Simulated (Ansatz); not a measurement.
**Notes on SrTeSe**

```xyz
6
Lattice="4.4772 0.0000 0.0000 0.0000 4.4772 0.0000 0.0000 0.0000 7.5504" Properties=species:S:1:pos:R:3 pbc="T T T"
Sr    1.1193    1.1193    1.5214
Sr    3.3579    3.3579    6.0290
Te    3.3579    1.1193    0.0000
Te    1.1193    3.3579    0.0000
Se    1.1193    1.1193    4.8541
Se    3.3579    3.3579    2.6962
```

Method: PBEsol, no spin polarisation; PAW, plane waves to 420 eV, 6×6×4 Γ-centred mesh, methfessel-paxton occupations (width 0.0506 eV) (Ansatz 0.2.0), atoms fixed.

(1) Which atom feels the largest force, and which way?

(2) Metal or insulator?

(3) How is the charge shared?

(4) What do density and ELF say about some of the short contacts?

(5) Is the cell too large or too small?

Origin: a known structure type with other elements, at an estimated volume, so it need not be a known compound. Caveats: many states at the Fermi level without spin polarisation, so a magnetic state may lie lower; atoms or cell far from equilibrium.

Answers

(1) The largest is on Sr1 (and as large on other atoms): 8.07 eV/Å, components (0.00, 0.00, 8.07). It makes 124° with the line to a nearest neighbour, Te3 at 2.71 Å.

(2) It is a metal, with about 4.9 states/eV a cell as the mean within 0.25 eV of the Fermi level, mostly Se p (63 %) and Te p (28 %).

(3) Bader charges in e: Sr +1.17, Te -0.43, Se -0.74. In the mean Sr gives up most and Se takes most.

(4) Sr–Te at 2.71 Å: least valence density 0.36 e/Å³ and ELF 0.24 there. Te–Te at 3.17 Å: least valence density 0.28 e/Å³ and ELF 0.47 there. Se–Sr at 3.33 Å: least valence density 0.10 e/Å³ and ELF 0.09 there. These are pseudo-fields; inside the PAW spheres they differ from the all-electron ones.

(5) The pressure is 21.2 GPa (compression positive), so with the atoms held at these fractions the cell would first expand; the forces are large, so a full relaxation may end otherwise.
